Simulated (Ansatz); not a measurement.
# Strain response of Cu

These are results of DFT r2SCAN, scalar-relativistic, plane waves, PAW in Ansatz, not measurements. (500 eV cutoff, 24×24×12 k-mesh, Gaussian smearing of 0.10 eV, no spin polarisation)

Starting point, cell and atoms relaxed:

```xyz
2
Lattice="2.5305 0.0000 0.0000 -1.2653 2.1915 0.0000 0.0000 0.0000 4.1299" Properties=species:S:1:pos:R:3 pbc="T T T"
Cu    0.0000    1.4610    1.0325
Cu    1.2653    0.7305    3.0974
```

Deformation: c alone is stretched, the rest of the cell is held and the atoms relax, all within the symmetry that the strain leaves. Energies are extrapolated to zero smearing. On this cell's mesh the reference holds a stress of up to 0.52 GPa.

```csv
strain (%),ΔE (meV/atom),a (Å),b (Å),c (Å)
-6.0,46.5,2.530,2.530,3.882
-4.0,20.3,2.530,2.530,3.965
-2.0,5.2,2.530,2.530,4.047
+0.0,0.0,2.530,2.530,4.130
+2.0,3.3,2.530,2.530,4.212
+4.0,14.0,2.530,2.530,4.295
+6.0,30.5,2.530,2.530,4.378
```

Problem. What stiffness (1/V) d²E/dε² at zero strain does a cubic fit over all points give?

Solution. A cubic fit gives (1/V) d²E/dε² = 299 GPa at zero strain (the elastic constant along c at held a and b).

This form isn't the element's structure at ambient conditions.